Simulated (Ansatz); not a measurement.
NaWO₃:
```yaml
crystal:
  lattice:
    - [3.87566, 0.00000, 0.00000]
    - [0.00000, 3.87566, 0.00000]
    - [0.00000, 0.00000, 3.87566]
  atoms:
    - { symbol: Na, position: [0.00000, 0.00000, 0.00000] }
    - { symbol: W, position: [0.50000, 0.50000, 0.50000] }
    - { symbol: O, position: [0.50000, 0.50000, 0.00000] }
    - { symbol: O, position: [0.00000, 0.50000, 0.50000] }
    - { symbol: O, position: [0.50000, 0.00000, 0.50000] }
```

Relaxed with r²SCAN. Special points in fractions of this cell's reciprocal vectors: Γ (0.000, 0.000, 0.000); X (0.000, 0.500, 0.000); M (0.500, 0.500, 0.000); R (0.500, 0.500, 0.500).

Question: List the band energies nearest the Fermi level at these points for r²SCAN (plane waves, PAW; program Ansatz).

Answer: In eV from the Fermi level; about four levels below and three above (degenerate sets whole), none deeper than 8.9 eV; … stands for higher levels left out; points with the same levels are listed once.

```json
[
 {"k": "Γ", "below": "-3.96 -3.96 -3.96 -1.30 -1.30 -1.30", "above": "2.82 …"},
 {"k": "X", "below": "-4.66 -4.05 -4.05 -1.22", "above": "1.81 1.81 3.54"},
 {"k": "M", "below": "-5.10 -5.10 -5.03 -3.10", "above": "1.85 1.85 3.18"},
 {"k": "R", "below": "-8.24 -8.24 -8.24 -3.08 -3.08 -3.08", "above": "3.21 3.21 3.21"}
]
```

Space group Pm-3m (cubic perovskite). The workflow started from an entry of the Crystallography Open Database (COD). Whether it is the stable phase at ambient conditions was not checked. Symmetry was held in the r²SCAN relaxation; of distortions, only those at the zone centre were tested. No spin polarisation was allowed. No Hubbard U is applied. With an odd number of electrons in the cell and no spin polarisation, the count alone makes it a metal. Spin–orbit coupling is left out wherever it is not named.

Potentials: the later of the program's two PAW sets.
